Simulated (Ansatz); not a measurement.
Cs2LiAlF6:
```
CELL_PARAMETERS angstrom
      6.19443     0.00000     0.00000
     -3.09721     5.36453     0.00000
      0.00000     0.00000     4.96772
ATOMIC_POSITIONS crystal
  Cs 0.33333 0.66667 0.22800
  Cs 0.66667 0.33333 0.77200
  Li 0.00000 0.00000 0.00000
  Al 0.00000 0.00000 0.50000
  F  0.86540 0.13460 0.27895
  F  0.13460 0.86540 0.72105
  F  0.86540 0.73081 0.27895
  F  0.13460 0.26919 0.72105
  F  0.26919 0.13460 0.27895
  F  0.73081 0.86540 0.72105
```

Relaxed with r²SCAN.

Q: Give the Bader charges and basin volumes of the independent atoms, the program Ansatz at the r²SCAN level (PAW).

A: 

| atom | Bader charge (e) | Bader volume (Å³) |
|---|---|---|
| Cs1 | +0.93 | 34.0 |
| Li3 | +0.91 | 2.8 |
| Al4 | +2.63 | 3.0 |
| F5 | -0.90 | 15.2 |

Space group P-3m1. The first step of the workflow began from a Materials Project structure, measured or hypothetical; the Crystallography Open Database copy checked does not list it. Whether it is the stable phase at ambient conditions was not checked. The r²SCAN relaxation kept the symmetry of its start; whether a distortion lowers the energy is not shown. Scalar-relativistic: spin–orbit coupling is off unless named, which matters more the heavier the elements.

Potentials: the later of the program's two PAW sets.
